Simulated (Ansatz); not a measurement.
Si3Ge in space group P-4m2 (No. 115; Si on 2g, Si on 1a, Ge on 1c) under volume change, the program Ansatz at the PBE level (PAW), shape and atoms relaxed at each volume.

| V (Å³/atom) | E − E(relaxed) (meV/atom) | P (GPa) |
|---|---|---|
| 19.262 | 51.7 | 9.46 |
| 19.897 | … | … |
| 20.532 | 5.1 | 2.66 |
| 21.167 | 0.0 | 0.00 |
| 21.802 | … | … |
| 22.437 | 17.4 | -4.17 |
| 23.072 | 37.3 | -5.78 |

Fill in the missing entries.


- 21.802, E − E(relaxed) (meV/atom): 4.6
- 21.802, P (GPa): -2.26
- 19.897, E − E(relaxed) (meV/atom): 21.7
- 19.897, P (GPa): 5.79

What does a third-order Birch–Murnaghan fit give for V₀, B₀ and B′?

V₀ = 21.17 Å³/atom, B₀ = 81.4 GPa, B′ = 4.4.

The start of the workflow was typed in or built on a structure type; neither database checked (COD, Materials Project) lists it. Its standing as an ambient phase is unchecked. The cell was relaxed with PBE under the symmetry of its start; its stability against distortions is not shown here.

Potentials: the earlier of the program's two PAW sets.
